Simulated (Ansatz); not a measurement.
# AgAu₃: what symmetry allows forces and stress to be

```
Ag Au
1.0
    -2.03883    2.03883    4.19876
     2.03883   -2.03883    4.19876
     1.87463    1.87463   -4.19876
Ag Au
1 3
Cartesian
  0.0000 0.0000 0.0145
  -0.0821 1.9567 2.1768
  1.9567 -0.0821 2.1768
  0.0000 0.0000 4.0295
```

Theory: DFT PBEsol, scalar-relativistic, plane waves, PAW in Ansatz 0.2.0.

Plane waves to 420 eV, a k mesh through Γ of 14×14×14 on the computed 4-atom cell and Gaussian smearing (0.10 eV); no spin polarisation.

This distorted cell has space group Fmm2, with 4 operations.

Without a calculation: in which directions can each atom feel a force?

A force must be left unchanged by every operation that keeps its atom in place, so it lies in the space that those operations leave fixed. Atoms that the group maps onto each other feel forces of one size.
```
atom site symmetry operations at the site equivalent to atom allowed force (Cartesian)
 Ag1            mm2                       4                   1   along (0.00, 0.00, 1.00)
 Au2            ..2                       2                   2   along (0.00, 0.00, 1.00)
 Au3            ..2                       2                   2   along (0.00, 0.00, 1.00)
 Au4            mm2                       4                   4   along (0.00, 0.00, 1.00)
```

That leaves 3 independent force components of 12, tied by 1 condition that the forces sum to zero, so 2 remain. A relaxation in this cell that keeps the symmetry moves the atoms in these directions alone.

And the stress tensor?

It must be invariant under the point group, which leaves 3 independent components: yz, xz vanish; xx = yy.

Do the computed values obey this?

Yes. Forces (eV/Å):
```
Ag1  0.000  0.000  0.814
Au2  0.000  0.000 -1.527
Au3  0.000  0.000 -1.527
Au4  0.000  0.000  2.241
```

Stress (GPa, compression positive, xx yy zz yz xz xy): 17.06 17.06 10.83 0.00 0.00 8.37. The program imposes the same operations on density, forces and stress, so this confirms the analysis and is no independent test of the calculation.

Spin–orbit coupling is left out, which can shift energies with elements as heavy as these.